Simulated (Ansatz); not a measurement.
Computed with DFT PBE, scalar-relativistic, plane waves, PAW in Ansatz 0.2.0. All cells share a 420 eV cutoff and Γ-centred k meshes spaced about 0.3 Å⁻¹ or finer (0.25 for metals, 2π included). These runs have no spin polarisation.

Temperature and zero-point effects are left out.

Compare these two cells of TiZn4N, each relaxed at this level.

A. Space group P4/nmm (No. 129), tetragonal, a = 2.925 Å, c = 19.421 Å. Ti has 5 N at 2.07–2.09 Å, 8 Ti at 2.93–2.94 Å and 4 Zn at 3.10 Å; Zn on its first site is surrounded by 1 N at 2.31 Å, 4 Zn at 2.70 Å, 4 Zn at 2.93 Å and 4 Ti at 3.10 Å; around Zn on its second site lie 12 Zn at 2.70–2.93 Å; Zn on its third site is surrounded by 12 Zn at 2.78–2.93 Å; N has 5 Ti at 2.07–2.09 Å and 1 Zn at 2.31 Å; 1 more site not described.

B. Space group I4/mmm (No. 139), tetragonal, a = 2.872 Å, c = 20.368 Å. Ti has 4 N at 2.03 Å, 4 Ti at 2.87 Å and 8 Zn at 3.08 Å; around Zn on its first site lie 12 Zn at 2.74–2.87 Å; around Zn on its second site lie 1 N at 2.31 Å, 8 Zn at 2.74–2.87 Å and 4 Ti at 3.08 Å; around N lie 4 Ti at 2.03 Å and 2 Zn at 2.31 Å.

Question: Which form is favoured at zero pressure, and by what margin per atom?

Answer: A is lower, by 107 meV/atom. A has space group P4/nmm (No. 129), 13.8 Å³/atom and no gap on its mesh; B has space group I4/mmm (No. 139), 14.0 Å³/atom and no gap. Counting Ti or Zn atoms around N (for each partner element, those within 1.25 times its shortest distance or 1.15 times the sum of covalent radii, where it is the nearest in units of that sum or under 1.3; a plus sign parts groups by distance over the sum of covalent radii), A has N 5+1 and B has N 4+2. Both come from trial cells of a structure search.

Trial moments fell under 0.15 μB along the way in P4/nmm and I4/mmm; another start might hold them. With atoms moved at random, A ended within 5 meV/atom of its own energy, in a cell of lower symmetry. Other cells relaxed within their symmetry can be saddle points.
